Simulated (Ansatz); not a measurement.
**NbH₂: zone-centre modes under pressure**

NbH₂, Fm-3m, a = 4.498 Å. The structure is a COD entry; whether it is the stable form wasn't checked. Ansatz: LDA, PAW, 420 eV, Γ-centred 16×16×16 mesh on 3 atoms, Fermi-Dirac smearing 0.15 eV; no spin polarisation. Cell and atoms are relaxed at each pressure with the symmetry kept; optical modes at Γ by linear response, in cm⁻¹, matched by rank (the highest 2 distinct ones).

```tsv
P (GPa)	V (Å³/atom)	ω1	ω2
0	7.583	1131.9	1313.0
3	7.473	1157.2	1335.5
10	7.242	?	?
```

Problem. Get each mode's Grüneisen parameter γ = −d ln ω/d ln V from the other rows and predict the missing frequencies.

Solution. ln(V/V0) = 0.0000, -0.0146, -0.0460; a line through ln(ω/ω0) of the 2 known rows gives ω1: γ = 1.514, predicted 1213.5, computed 1211.4; ω2: γ = 1.164, predicted 1385.2, computed 1384.0. The worst miss is 0.2 %, or 3 % of the shift under pressure, so a constant γ serves at that level. In a metal these frequencies hang on the mesh and smearing.